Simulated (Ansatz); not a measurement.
NbRh3:
```xyz
4
Lattice="3.8453 0.0000 0.0000 0.0000 3.8453 0.0000 0.0000 0.0000 3.8453" Properties=species:S:1:pos:R:3 pbc="T T T"
Nb     0.0000     0.0000     0.0000
Rh     0.0000     1.9226     1.9226
Rh     1.9226     0.0000     1.9226
Rh     1.9226     1.9226     0.0000
```

Relaxed with PBEsol. Special points in fractions of this cell's reciprocal vectors: Γ (0.000, 0.000, 0.000); X (0.000, 0.500, 0.000); M (0.500, 0.500, 0.000); R (0.500, 0.500, 0.500).

### Question
List the band energies nearest the Fermi level at these points for the program Ansatz at the PBEsol level (PAW).

### Answer
In eV from the Fermi level; about four levels below and three above (degenerate sets whole), none deeper than 8.9 eV; points with the same levels are listed once.

```tsv
k	below	above
Γ	-2.66 -2.66 -2.66 -0.58 -0.58	0.45 0.98 0.98 0.98
X	-1.45 -1.45 -1.34 -0.24	0.43 0.43 0.98
M	-1.81 -1.81 -1.25 -1.04	1.01 1.01 1.14
R	-2.62 -2.62 -2.62 -2.34 -2.34	0.54 0.54 0.54
```

Space group Pm-3m (Cu3Au type). The workflow started from an entry of the Crystallography Open Database (COD). Its standing as an ambient phase is unchecked. The PBEsol relaxation kept the symmetry of its start; whether a distortion lowers the energy is not shown. No spin polarisation was allowed. Scalar-relativistic: spin–orbit coupling is off unless named, which matters more the heavier the elements.

Potentials: the later of the program's two PAW sets.
